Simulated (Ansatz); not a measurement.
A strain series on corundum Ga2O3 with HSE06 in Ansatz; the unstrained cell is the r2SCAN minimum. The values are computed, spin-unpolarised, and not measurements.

Input of the unstrained run:
```yaml
crystal:
  lattice:
    - [2.492259744, 1.4389068341, 4.4806440197]
    - [-2.492259744, 1.4389068341, 4.4806440197]
    - [0.0, -2.8778136682, 4.4806440197]
  atoms:
    - { symbol: Ga, position: [0.8554260894, 0.8554260894, 0.8554260894] }
    - { symbol: Ga, position: [0.3554260894, 0.3554260894, 0.3554260894] }
    - { symbol: Ga, position: [0.1445739106, 0.1445739106, 0.1445739106] }
    - { symbol: Ga, position: [0.6445739106, 0.6445739106, 0.6445739106] }
    - { symbol: O, position: [0.4463666996, 0.0536333004, 0.75] }
    - { symbol: O, position: [0.0536333004, 0.75, 0.4463666996] }
    - { symbol: O, position: [0.5536333004, 0.9463666996, 0.25] }
    - { symbol: O, position: [0.25, 0.5536333004, 0.9463666996] }
    - { symbol: O, position: [0.9463666996, 0.25, 0.5536333004] }
    - { symbol: O, position: [0.75, 0.4463666996, 0.0536333004] }
kpoints:
  mp_grid: { grid: [4, 4, 4] }
  band_path:
    path:
      - [0.0, 0.0, 0.0]
      - [0.5, 0.5, 0.5]
      - [0.764580087, 0.235419913, 0.5]
      - [0.5, -0.235419913, 0.235419913]
      - [0.5, 0.0, 0.0]
      - [0.3677099565, -0.3677099565, 0.0]
      - [0.6322900435, 0.0, 0.3677099565]
      - [0.5, 0.0, 0.5]
      - [0.0, 0.166667, -0.166667]
    npoints: 1
hamiltonian:
  xc: hse06
scf:
  occupations: { method: fixed }
  n_extra_bands: 6
output:
  forces: true
  stress: true
  eigenvalues: true
```

Its main results, and the levels near the gap at the points of the path (eV from the Fermi energy, bands numbered from 0, names kept under strain):
```
Crystal: 10 atoms, lattice volume = 96.409 Å³
Basis set: ecut = 420 eV, 1887 PW (Γ)
Symmetry: 12 space group operations
Space group: R-3c (ITA 167)
k-points: 13 of 64
Free energy (F): -18541.159721 eV
Fermi energy:    7.951534 eV
--- Forces (eV/Å), atoms counted from 1 ---
  atom   1  Ga      0.00000      0.00000    -0.00854
  atom   2  Ga      0.00000      0.00000    -0.00854
  atom   3  Ga      0.00000      0.00000      0.00854
  atom   4  Ga      0.00000      0.00000      0.00854
  atom   5  O       0.00369      0.00000      0.00000
  atom   6  O     -0.00185    -0.00320      0.00000
  atom   7  O     -0.00369      0.00000      0.00000
  atom   8  O       0.00185    -0.00320      0.00000
  atom   9  O       0.00185      0.00320      0.00000
  atom  10  O     -0.00185      0.00320      0.00000
--- Stress (GPa, compression-positive) ---
       -0.390124       0.000000       0.000000
        0.000000      -0.390124       0.000000
        0.000000       0.000000      -0.225187
  P = ⅓ Tr σ = -0.3351 GPa (-3.351 kbar)
```
```tsv
point	band_41	band_42	band_43	band_44	band_45	band_46
Γ	-0.236	-0.196	-0.196	4.674	8.813	8.836
T	-0.249	-0.249	-0.249	7.864	7.864	10.034
H₂	-0.568	-0.302	-0.302	8.809	8.809	9.405
H₀	-0.568	-0.302	-0.302	8.809	8.809	9.405
L	-1.007	-0.121	-0.121	8.467	8.467	8.829
S₀	-0.483	-0.445	-0.130	8.575	8.700	9.313
S₂	-0.483	-0.445	-0.130	8.575	8.700	9.313
F	-0.639	-0.201	-0.108	8.652	8.876	9.749
(0,1/6,-1/6)	-0.243	-0.153	0.053	6.496	8.475	9.567
```

Uniaxial -3.0 % along z, other directions held. The input changes in these blocks:
```yaml
crystal:
  lattice:
    - [2.492259744, 1.4389068341, 4.3462246992]
    - [-2.492259744, 1.4389068341, 4.3462246992]
    - [0.0, -2.8778136682, 4.3462246992]
  atoms:
    - { symbol: Ga, position: [0.8566471406, 0.8566471406, 0.8566471406] }
    - { symbol: Ga, position: [0.3566471406, 0.3566471406, 0.3566471406] }
    - { symbol: Ga, position: [0.1433528594, 0.1433528594, 0.1433528594] }
    - { symbol: Ga, position: [0.6433528594, 0.6433528594, 0.6433528594] }
    - { symbol: O, position: [0.446817637, 0.053182363, 0.75] }
    - { symbol: O, position: [0.053182363, 0.75, 0.446817637] }
    - { symbol: O, position: [0.553182363, 0.946817637, 0.25] }
    - { symbol: O, position: [0.25, 0.553182363, 0.946817637] }
    - { symbol: O, position: [0.946817637, 0.25, 0.553182363] }
    - { symbol: O, position: [0.75, 0.446817637, 0.053182363] }
kpoints:
  mp_grid: { grid: [4, 4, 4] }
  band_path:
    path:
      - [0.0, 0.0, 0.0]
      - [0.5, 0.5, 0.5]
      - [0.764580087, 0.235419913, 0.5]
      - [0.5, -0.235419913, 0.235419913]
      - [0.5, 0.0, 0.0]
      - [0.3677099565, -0.3677099565, 0.0]
      - [0.6322900435, 0.0, 0.3677099565]
      - [0.5, 0.0, 0.5]
      - [0.0, 0.161458, -0.161458]
    npoints: 1
```

```
Crystal: 10 atoms, lattice volume = 93.517 Å³
Basis set: ecut = 420 eV, 1851 PW (Γ)
Symmetry: 12 space group operations
Space group: R-3c (ITA 167)
k-points: 13 of 64
Free energy (F): -18541.058385 eV
Fermi energy:    8.485887 eV
--- Forces (eV/Å), atoms counted from 1 ---
  atom   1  Ga      0.00000      0.00000    -0.00604
  atom   2  Ga      0.00000      0.00000    -0.00604
  atom   3  Ga      0.00000      0.00000      0.00604
  atom   4  Ga      0.00000      0.00000      0.00604
  atom   5  O     -0.00008      0.00000      0.00000
  atom   6  O       0.00004      0.00007      0.00000
  atom   7  O       0.00008      0.00000      0.00000
  atom   8  O     -0.00004      0.00007      0.00000
  atom   9  O     -0.00004    -0.00007      0.00000
  atom  10  O       0.00004    -0.00007      0.00000
--- Stress (GPa, compression-positive) ---
        4.155854       0.000000       0.000000
        0.000000       4.155854       0.000000
        0.000000       0.000000      11.614510
  P = ⅓ Tr σ = 6.6421 GPa (66.421 kbar)
```
```tsv
point	band_41	band_42	band_43	band_44	band_45	band_46
Γ	-0.300	-0.300	-0.148	4.920	8.810	9.148
T	-0.390	-0.390	-0.390	8.062	8.062	10.348
H₂	-0.638	-0.347	-0.347	9.091	9.091	9.588
H₀	-0.638	-0.347	-0.347	9.091	9.091	9.588
L	-1.013	-0.134	-0.134	8.807	8.807	8.966
S₀	-0.518	-0.505	-0.181	8.901	8.911	9.470
S₂	-0.518	-0.505	-0.181	8.901	8.911	9.470
F	-0.630	-0.201	-0.134	8.985	9.127	9.760
(0,0.161,-0.161)	-0.236	-0.164	0.022	6.658	8.809	9.711
```

HSE06: the gap goes from 4.622 to 4.898 eV (+0.276 eV); the edges go from Γ–S₀ (0.45) → Γ to Γ–S₀ (0.44) → Γ.

Uniaxial -2.0 % along z, other directions held. The input changes in these blocks:
```yaml
crystal:
  lattice:
    - [2.492259744, 1.4389068341, 4.3910311394]
    - [-2.492259744, 1.4389068341, 4.3910311394]
    - [0.0, -2.8778136682, 4.3910311394]
  atoms:
    - { symbol: Ga, position: [0.8562031121, 0.8562031121, 0.8562031121] }
    - { symbol: Ga, position: [0.3562031121, 0.3562031121, 0.3562031121] }
    - { symbol: Ga, position: [0.1437968879, 0.1437968879, 0.1437968879] }
    - { symbol: Ga, position: [0.6437968879, 0.6437968879, 0.6437968879] }
    - { symbol: O, position: [0.4466706188, 0.0533293812, 0.75] }
    - { symbol: O, position: [0.0533293812, 0.75, 0.4466706188] }
    - { symbol: O, position: [0.5533293812, 0.9466706188, 0.25] }
    - { symbol: O, position: [0.25, 0.5533293812, 0.9466706188] }
    - { symbol: O, position: [0.9466706188, 0.25, 0.5533293812] }
    - { symbol: O, position: [0.75, 0.4466706188, 0.0533293812] }
kpoints:
  mp_grid: { grid: [4, 4, 4] }
  band_path:
    path:
      - [0.0, 0.0, 0.0]
      - [0.5, 0.5, 0.5]
      - [0.764580087, 0.235419913, 0.5]
      - [0.5, -0.235419913, 0.235419913]
      - [0.5, 0.0, 0.0]
      - [0.3677099565, -0.3677099565, 0.0]
      - [0.6322900435, 0.0, 0.3677099565]
      - [0.5, 0.0, 0.5]
      - [0.0, 0.161458, -0.166667]
    npoints: 1
output:
  forces: true
  stress: true
  eigenvalues: true
  write_density: true
  write_potential: true
  elf: true
  volumetric_format: npy
```

```
Crystal: 10 atoms, lattice volume = 94.481 Å³
Basis set: ecut = 420 eV, 1863 PW (Γ)
Symmetry: 12 space group operations
Space group: R-3c (ITA 167)
k-points: 13 of 64
Free energy (F): -18541.115914 eV
Fermi energy:    8.301548 eV
--- Forces (eV/Å), atoms counted from 1 ---
  atom   1  Ga      0.00000      0.00000    -0.00528
  atom   2  Ga      0.00000      0.00000    -0.00528
  atom   3  Ga      0.00000      0.00000      0.00528
  atom   4  Ga      0.00000      0.00000      0.00528
  atom   5  O       0.00082      0.00000      0.00000
  atom   6  O     -0.00041    -0.00071      0.00000
  atom   7  O     -0.00082      0.00000      0.00000
  atom   8  O       0.00041    -0.00071      0.00000
  atom   9  O       0.00041      0.00071      0.00000
  atom  10  O     -0.00041      0.00071      0.00000
--- Stress (GPa, compression-positive) ---
        2.532136       0.000000       0.000000
        0.000000       2.532136       0.000000
        0.000000       0.000000       7.563479
  P = ⅓ Tr σ = 4.2093 GPa (42.093 kbar)
```
```tsv
point	band_41	band_42	band_43	band_44	band_45	band_46
Γ	-0.266	-0.266	-0.177	4.845	8.822	9.038
T	-0.341	-0.341	-0.341	8.002	8.002	10.246
H₂	-0.613	-0.332	-0.332	9.003	9.003	9.537
H₀	-0.613	-0.332	-0.332	9.003	9.003	9.537
L	-1.014	-0.129	-0.129	8.697	8.697	8.928
S₀	-0.496	-0.496	-0.163	8.796	8.849	9.430
S₂	-0.496	-0.496	-0.163	8.796	8.849	9.430
F	-0.631	-0.199	-0.125	8.877	9.053	9.768
(0,0.161,-1/6)	-0.237	-0.154	0.028	6.625	8.697	9.679
```

HSE06: the gap goes from 4.622 to 4.816 eV (+0.194 eV); the edges go from Γ–S₀ (0.45) → Γ to (0, 0.161, -1/6) → Γ.

Uniaxial -1.0 % along z, other directions held. The input changes in these blocks:
```yaml
crystal:
  lattice:
    - [2.492259744, 1.4389068341, 4.4358375795]
    - [-2.492259744, 1.4389068341, 4.4358375795]
    - [0.0, -2.8778136682, 4.4358375795]
  atoms:
    - { symbol: Ga, position: [0.8557868672, 0.8557868672, 0.8557868672] }
    - { symbol: Ga, position: [0.3557868672, 0.3557868672, 0.3557868672] }
    - { symbol: Ga, position: [0.1442131328, 0.1442131328, 0.1442131328] }
    - { symbol: Ga, position: [0.6442131328, 0.6442131328, 0.6442131328] }
    - { symbol: O, position: [0.4465234632, 0.0534765368, 0.75] }
    - { symbol: O, position: [0.0534765368, 0.75, 0.4465234632] }
    - { symbol: O, position: [0.5534765368, 0.9465234632, 0.25] }
    - { symbol: O, position: [0.25, 0.5534765368, 0.9465234632] }
    - { symbol: O, position: [0.9465234632, 0.25, 0.5534765368] }
    - { symbol: O, position: [0.75, 0.4465234632, 0.0534765368] }
output:
  forces: true
  stress: true
  eigenvalues: true
  write_density: true
  write_potential: true
  elf: true
  volumetric_format: npy
```

```
Crystal: 10 atoms, lattice volume = 95.445 Å³
Basis set: ecut = 420 eV, 1887 PW (Γ)
Symmetry: 12 space group operations
Space group: R-3c (ITA 167)
k-points: 13 of 64
Free energy (F): -18541.149896 eV
Fermi energy:    8.123255 eV
--- Forces (eV/Å), atoms counted from 1 ---
  atom   1  Ga      0.00000      0.00000    -0.00449
  atom   2  Ga      0.00000      0.00000    -0.00449
  atom   3  Ga      0.00000      0.00000      0.00449
  atom   4  Ga      0.00000      0.00000      0.00449
  atom   5  O       0.00148      0.00000      0.00000
  atom   6  O     -0.00074    -0.00128      0.00000
  atom   7  O     -0.00148      0.00000      0.00000
  atom   8  O       0.00074    -0.00128      0.00000
  atom   9  O       0.00074      0.00128      0.00000
  atom  10  O     -0.00074      0.00128      0.00000
--- Stress (GPa, compression-positive) ---
        1.012700       0.000000       0.000000
        0.000000       1.012700       0.000000
        0.000000       0.000000       3.617288
  P = ⅓ Tr σ = 1.8809 GPa (18.809 kbar)
```
```tsv
point	band_41	band_42	band_43	band_44	band_45	band_46
Γ	-0.231	-0.231	-0.206	4.763	8.830	8.927
T	-0.293	-0.293	-0.293	7.936	7.936	10.142
H₂	-0.590	-0.316	-0.316	8.909	8.909	9.476
H₀	-0.590	-0.316	-0.316	8.909	8.909	9.476
L	-1.012	-0.124	-0.124	8.584	8.584	8.883
S₀	-0.489	-0.471	-0.146	8.688	8.778	9.377
S₂	-0.489	-0.471	-0.146	8.688	8.778	9.377
F	-0.634	-0.199	-0.116	8.766	8.969	9.765
(0,1/6,-1/6)	-0.239	-0.151	0.039	6.585	8.583	9.630
```

HSE06: the gap goes from 4.622 to 4.724 eV (+0.102 eV).

Uniaxial +1.0 % along z, other directions held. The input changes in these blocks:
```yaml
crystal:
  lattice:
    - [2.492259744, 1.4389068341, 4.5254504599]
    - [-2.492259744, 1.4389068341, 4.5254504599]
    - [0.0, -2.8778136682, 4.5254504599]
  atoms:
    - { symbol: Ga, position: [0.855037773, 0.855037773, 0.855037773] }
    - { symbol: Ga, position: [0.355037773, 0.355037773, 0.355037773] }
    - { symbol: Ga, position: [0.144962227, 0.144962227, 0.144962227] }
    - { symbol: Ga, position: [0.644962227, 0.644962227, 0.644962227] }
    - { symbol: O, position: [0.4462220541, 0.0537779459, 0.75] }
    - { symbol: O, position: [0.0537779459, 0.75, 0.4462220541] }
    - { symbol: O, position: [0.5537779459, 0.9462220541, 0.25] }
    - { symbol: O, position: [0.25, 0.5537779459, 0.9462220541] }
    - { symbol: O, position: [0.9462220541, 0.25, 0.5537779459] }
    - { symbol: O, position: [0.75, 0.4462220541, 0.0537779459] }
output:
  forces: true
  stress: true
  eigenvalues: true
  write_density: true
  write_potential: true
  elf: true
  volumetric_format: npy
```

```
Crystal: 10 atoms, lattice volume = 97.373 Å³
Basis set: ecut = 420 eV, 1887 PW (Γ)
Symmetry: 12 space group operations
Space group: R-3c (ITA 167)
k-points: 13 of 64
Free energy (F): -18541.147581 eV
Fermi energy:    7.785443 eV
--- Forces (eV/Å), atoms counted from 1 ---
  atom   1  Ga      0.00000      0.00000    -0.00268
  atom   2  Ga      0.00000      0.00000    -0.00268
  atom   3  Ga      0.00000      0.00000      0.00268
  atom   4  Ga      0.00000      0.00000      0.00268
  atom   5  O       0.00254      0.00000      0.00000
  atom   6  O     -0.00127    -0.00220      0.00000
  atom   7  O     -0.00254      0.00000      0.00000
  atom   8  O       0.00127    -0.00220      0.00000
  atom   9  O       0.00127      0.00220      0.00000
  atom  10  O     -0.00127      0.00220      0.00000
--- Stress (GPa, compression-positive) ---
       -1.707061       0.000000       0.000000
        0.000000      -1.707061       0.000000
        0.000000       0.000000      -3.933993
  P = ⅓ Tr σ = -2.4494 GPa (-24.494 kbar)
```
```tsv
point	band_41	band_42	band_43	band_44	band_45	band_46
Γ	-0.219	-0.161	-0.161	4.581	8.699	8.838
T	-0.206	-0.206	-0.206	7.787	7.787	9.927
H₂	-0.548	-0.289	-0.289	8.705	8.705	9.327
H₀	-0.548	-0.289	-0.289	8.705	8.705	9.327
L	-0.994	-0.119	-0.119	8.346	8.346	8.767
S₀	-0.478	-0.420	-0.116	8.460	8.615	9.238
S₂	-0.478	-0.420	-0.116	8.460	8.615	9.238
F	-0.645	-0.204	-0.100	8.534	8.776	9.722
(0,1/6,-1/6)	-0.247	-0.161	0.069	6.402	8.364	9.494
```

HSE06: the gap goes from 4.622 to 4.512 eV (-0.110 eV).

The program warns that its thresholds are loose for a hybrid's stress.

The meshes of the hybrids are coarse, so their gaps aren't converged to the digits shown.
